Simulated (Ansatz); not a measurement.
RbLuSe2: stiffness from a series of strains

```xyz
4
Lattice="2.0647 1.1921 7.8713 -2.0647 1.1921 7.8713 0.0000 -2.3841 7.8713" Properties=species:S:1:pos:R:3 pbc="T T T"
Rb    0.0000    0.0000    0.0000
Lu    0.0000    0.0000   11.8070
Se    0.0000    0.0000    5.4735
Se    0.0000    0.0000   18.1405
```

Atoms are numbered in the order listed.

The structure is an experimental refinement, used without relaxation.

No spin–orbit coupling, which matters for the heavy atoms here.

Computed with DFT, PBEsol, all-electron LAPW, scalar-relativistic in Ansatz 0.2.0.

Settings: a Γ-centred 7×7×7 k mesh, Fermi–Dirac smearing of 0.03 eV, basis error target 1 meV/atom, no spin polarisation.

The strain is applied along the Cartesian axes of the cell as listed (the other components stay zero). Fractional coordinates are held (clamped ions).

σ is the change of stress from the unstrained cell, which is at -1.10 GPa; tension is positive, so slopes are stress–strain coefficients at that pressure.

Only quantities that a quadratic follows smoothly over the whole series are listed; rougher ones are left out.

```csv
εzz,σzz (GPa),σxx (GPa)
-0.0200,-1.68,-0.62
0.0000,0.00,0.00
0.0100,0.81,0.27
0.0200,1.59,0.52
```

Question: Fit the series and read off the stiffness at zero strain.

Answer: Least-squares fits y = p0 + p1 x + p2 x² to the rows give σzz (GPa): p1 = 81.8, p2 = -120; σxx (GPa): p1 = 28.5, p2 = -120. So C33 = 82 GPa and C13 = 28 GPa, for these axes.

Question: One run, at εzz = -0.0100, is withheld. Predict its row.

Answer: The fits give -0.83, -0.30; the run gave -0.83, -0.30.
